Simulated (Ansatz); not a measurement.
SiGe₃ in space group P-4m2 (No. 115; Si on 1a, Ge on 2g, Ge on 1c) at seven volumes, r²SCAN (plane waves, PAW; program Ansatz), shape and atoms relaxed at each. One row is withheld.

```
V (Å³/atom)  P (GPa)
-----------  -------
20.058          9.13
20.719             ?
21.381          2.55
22.042          0.00
22.703         -2.15
23.364         -3.97
24.026         -5.50
```

Task: Fit the shown pressures and predict the withheld one.

Result: Third-order Birch–Murnaghan: P = (3/2)B₀(x^(7/2) − x^(5/2))[1 + (3/4)(B′ − 4)(x − 1)] with x = (V₀/V)^(2/3). Least squares on the six rows gives V₀ = 22.042 Å³/atom, B₀ = 77.85 GPa, B′ = 4.60. At V = 20.719, x = 1.0421 and P = 5.56 GPa. The run itself gave 5.57 GPa.

The start of the workflow was typed in or built on a structure type; neither database checked (COD, Materials Project) lists it. Its standing as an ambient phase is unchecked. The cell was relaxed with r²SCAN under the symmetry of its start; its stability against distortions is not shown here.

Potentials: the later of the program's two PAW sets.
